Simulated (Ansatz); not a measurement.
Relaxed-ion elastic tensor of YN (rock salt, Fm-3m) in GPa (Voigt order), r²SCAN (plane waves, PAW; program Ansatz); density 5.83 g/cm³, 14.67 Å³ per atom.

```
 336  86.6  86.6   0.0   0.0   0.0
86.6   336  86.6   0.0   0.0   0.0
86.6  86.6   336   0.0   0.0   0.0
 0.0   0.0   0.0   132   0.0   0.0
 0.0   0.0   0.0   0.0   132   0.0
 0.0   0.0   0.0   0.0   0.0   132
```

Task: Is the crystal mechanically stable?

Result: Yes: the smallest eigenvalue of C is 132 GPa.

Task: Work out the Voigt, Reuss and Hill averages.

Result: K_V = 170, K_R = 170, K_H = 170; G_V = 129, G_R = 129, G_H = 129 GPa.

Task: Give Young's modulus, Poisson's ratio, Pugh's ratio and the universal anisotropy index.

Result: E = 9KG/(3K + G) = 308 GPa; ν = 0.20; K/G = 1.32 (brittle by the Pugh limit of 1.75); A_U = 5G_V/G_R + K_V/K_R − 6 = 0.00.

Task: Estimate the sound speeds and the Debye temperature.

Result: v_l = √((K + 4G/3)/ρ) = 7650 m/s, v_t = √(G/ρ) = 4700 m/s, mean 5190 m/s; Θ = (h/k)(3n/4πV)^(1/3) v_m = 631 K.

Task: Give the Zener ratio and Young's modulus along [100], [110] and [111].

Result: A = 2C44/(C11 − C12) = 1.06; 1/E = S11 − 2(S11 − S12 − S44/2)Γ with Γ = 0, 1/4, 1/3 gives 300, 310, 314 GPa.

Symmetry was held in the r²SCAN relaxation; of distortions, only those at the zone centre were tested. No spin polarisation was allowed.

Potentials: the later of the program's two PAW sets.
